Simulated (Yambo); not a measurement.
PdCdF6 (space group R-3, No. 148): the exchange self-energy on PBEsol orbitals (Yambo, 2×2×2 mesh) holds the Coulomb divergence, which is integrated with random points (RandQpts).

```json
[
 {"random points": "1,000", "exchange-only gap F → F (eV)": "13.25", "shift of the valence edge (eV)": "-7.41", "gap against the reference (meV)": "121"},
 {"random points": "10,000", "exchange-only gap F → F (eV)": "13.03", "shift of the valence edge (eV)": "-7.06", "gap against the reference (meV)": "-97"},
 {"random points": "100,000", "exchange-only gap F → F (eV)": "13.14", "shift of the valence edge (eV)": "-7.24", "gap against the reference (meV)": "9"},
 {"random points": "1,000,000", "exchange-only gap F → F (eV)": "13.13", "shift of the valence edge (eV)": "-7.22", "gap against the reference (meV)": "-1"},
 {"random points": "5,000,000", "exchange-only gap F → F (eV)": "13.13", "shift of the valence edge (eV)": "-7.23", "gap against the reference (meV)": "reference"}
]
```

From 100,000 points on, the gap stays within 20 meV of the run with most points. The error is statistical; each row is a single draw, so the rows fix no rate of convergence.

Spin-orbit coupling is not included.

Geometry of the Materials Project entry, not relaxed at this level; primitive cell a = 5.6482 Å, b = 5.6482 Å, c = 5.6482 Å, α = 53.19°, β = 53.19°, γ = 53.19°.

A shift is the quasiparticle energy of the state minus its PBEsol energy.
